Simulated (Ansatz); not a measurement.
## Squeezing Se (sc type)

```yaml
crystal:
  lattice:
    - [2.76923, 0.00000, 0.00000]
    - [0.00000, 2.76923, 0.00000]
    - [0.00000, 0.00000, 2.76923]
  atoms:
    - { symbol: Se, position: [0.00000, 0.00000, 0.00000] }
```

The cell comes from a relaxation on PAW files under the same functional, begun from a prototype that needn't be the stable phase.

Its volume is scaled at fixed shape and fractional positions.

Level of theory: DFT with LDA, scalar-relativistic, in Ansatz 0.2.0; a Γ-centred 13×13×13 k mesh, Fermi–Dirac smearing of 0.08 eV, no spin polarisation. LAPW: all electrons, basis error target 1 meV/atom; PAW: frozen-core files, cutoff 420 eV; crystal datasets: all electrons, by PAW datasets that the program makes for each cell; norm-conserving: pseudopotentials, cutoff 1170 eV; PAW (core large): files with a larger core, cutoff 420 eV.

Energies are extrapolated to zero smearing and count from the unscaled cell; pressure is positive in compression; gaps take the mesh and a band path. No temperature or zero-point motion is included.

The PAW files were made under PBE. The structure type is held throughout; the real material can change phase at far lower pressure.

```tsv
V/V0	V (Å³/atom)	P LAPW (GPa)	ΔE LAPW (eV/atom)	P PAW − LAPW (GPa)	ΔE PAW − LAPW (meV/atom)
1.00	21.24	-0.05	0.000	0.00	0.0
0.92	19.54	8.58	0.041	0.00	0.0
0.84	17.84	22.0	0.198	-0.01	0.1
0.76	16.14	?	0.535	-0.02	0.0
0.68	14.44	73.1	?	-0.03	-0.2
0.60	12.74	121.8	2.156	-0.07	-0.7
0.52	11.04	196.9	3.808	-0.14	-1.6
0.45	9.56	317.9	6.142	-0.33	-3.4
```

Q: What belongs in the row "0.76", column "P LAPW (GPa)"?

A: 43.1.

Q: What belongs in the row "0.68", column "ΔE LAPW (eV/atom)"?

A: 1.149.

Q: Fit the Vinet equation to the LAPW pressures over the whole range, with residuals weighted by 1/(|P| + 0.03·Pmax).

A: V0 = 21.22 Å³/atom, B0 = 90.2 GPa and B0′ = 4.06, and the fit misses no point by more than 3.9 GPa. A fit over so wide a range pins B0 less well than one near rest.

Q: From the table, what is the rise of the enthalpy H = E + pV up to the last row, and how stiff is the crystal between the last two rows?

A: ΔH = 6.142 eV + (317.9 GPa × 9.56 Å³ + 0.05 GPa × 21.24 Å³) × 0.006242 eV/(GPa·Å³) = 25.11 eV/atom, of which pV makes 76 %. The mean bulk modulus there is −ΔP/Δln V = 837 GPa.

Q: At the smallest volume, how far do crystal datasets and norm-conserving and PAW (core large) lie from LAPW in pressure?

A: crystal datasets: 0.00 GPa; norm-conserving: +0.19 GPa; PAW (core large): +2.47 GPa, on a LAPW pressure of 317.9 GPa.
